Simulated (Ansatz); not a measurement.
Ge2Mo in space group Fddd (No. 70; Ge on 16f, Mo on 8a) at seven volumes, plane-wave PAW PBE (Ansatz code), shape and atoms relaxed at each. One row is withheld.

```csv
V (Å³/atom),P (GPa)
14.167,16.38
14.634,?
15.101,3.91
15.568,0.00
16.035,-3.12
16.502,-5.71
16.969,-8.18
```

**Question.** Fit the shown pressures and predict the withheld one.

**Answer.** P = (3/2)B₀(x^(7/2) − x^(5/2))[1 + (3/4)(B′ − 4)(x − 1)] with x = (V₀/V)^(2/3). Least squares on the six rows gives V₀ = 15.566 Å³/atom, B₀ = 125 GPa, B′ = 7.01. At V = 14.634, x = 1.0420 and P = 9.56 GPa. The run itself gave 9.49 GPa.

The cell is a constructed one: a structure type filled with these elements; neither database checked (COD, Materials Project) lists it. COD files the formula under space group No. 62, so this cell is another polymorph or a model. Its standing as an ambient phase is unchecked. The cell was relaxed with PBE under the symmetry of its start; its stability against distortions is not shown here. The run is not spin-polarised.

Potentials: the later of the program's two PAW sets.
